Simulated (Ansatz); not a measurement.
ScAg$_{3}$ (Cu3Au type, Pm-3m) under volume change, DFT-PBE in the program Ansatz with PAW potentials, scaled uniformly.

```json
[
 {"V (Å³/atom)": "17.376", "E − E(relaxed) (meV/atom)": "48.2", "P (GPa)": "9.90"},
 {"V (Å³/atom)": "17.949", "E − E(relaxed) (meV/atom)": "20.0", "P (GPa)": "5.97"},
 {"V (Å³/atom)": "18.522", "E − E(relaxed) (meV/atom)": "4.7", "P (GPa)": "2.71"},
 {"V (Å³/atom)": "19.095", "E − E(relaxed) (meV/atom)": "0.0", "P (GPa)": "0.00"},
 {"V (Å³/atom)": "19.667", "E − E(relaxed) (meV/atom)": "4.1", "P (GPa)": "-2.24"},
 {"V (Å³/atom)": "20.240", "E − E(relaxed) (meV/atom)": "15.6", "P (GPa)": "-4.10"},
 {"V (Å³/atom)": "20.813", "E − E(relaxed) (meV/atom)": "33.1", "P (GPa)": "-5.64"}
]
```

Question: What does a third-order Birch–Murnaghan fit give for V₀, B₀ and B′?

Answer: V₀ = 19.09 Å³/atom, B₀ = 82.0 GPa, B′ = 5.2.

The start of the workflow was typed in or built on a structure type; neither database checked (COD, Materials Project) lists it. Its standing as an ambient phase is unchecked. The cell was relaxed with PBE under the symmetry of its start; whether a distortion lowers the energy is not shown. The run is not spin-polarised.

Potentials: the earlier of the program's two PAW sets.
